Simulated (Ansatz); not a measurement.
# Electric field gradients in BeTl₂F₄

The cell is a measured structure from the Crystallography Open Database (COD), ions relaxed with PBE at fixed cell.

```cif
data_BeTl2F4
_symmetry_space_group_name_H-M 'Pnma'
_symmetry_Int_Tables_number 62
_cell_length_a 7.7238
_cell_length_b 5.9023
_cell_length_c 10.4499
_cell_angle_alpha 90.000
_cell_angle_beta 90.000
_cell_angle_gamma 90.000
loop_
_atom_site_label
_atom_site_type_symbol
_atom_site_symmetry_multiplicity
_atom_site_Wyckoff_symbol
_atom_site_fract_x
_atom_site_fract_y
_atom_site_fract_z
Be Be 4 c 0.2339 0.2500 0.4199
Tl5 Tl 4 c 0.1653 0.2500 0.0881
Tl9 Tl 4 c 0.9894 0.2500 0.6920
F13 F 8 d 0.3074 0.0322 0.3535
F21 F 4 c 0.0322 0.2500 0.4150
F25 F 4 c 0.3015 0.2500 0.5626
```

One atom of each set is listed.

Method: Kohn–Sham DFT in Ansatz, PBE, plane waves and PAW, scalar-relativistic, 420 eV cutoff, Γ-centred 3×4×3 k-points, Fermi–Dirac smearing 0.02 eV.

V_zz is the principal component of the electric field gradient with the largest magnitude, η = (V_xx − V_yy)/V_zz and C_Q = eQV_zz/h. ν_Q = 3|C_Q|/[2I(2I − 1)].

⁹Be: I = 3/2, Q = 52.88 mb. Q values from Pyykkö, Mol. Phys. 116, 1328 (2018).

| site | atoms | first shell | C_Q (MHz) | η | ν_Q (MHz) |
| --- | --- | --- | --- | --- | --- |
| Be | 4 | 4 F at 1.56–1.58 Å | 0.088 | 0.73 | 0.044 |

Tl, F have no stable isotope with a ground-state quadrupole moment in the table, so these sites are left out.
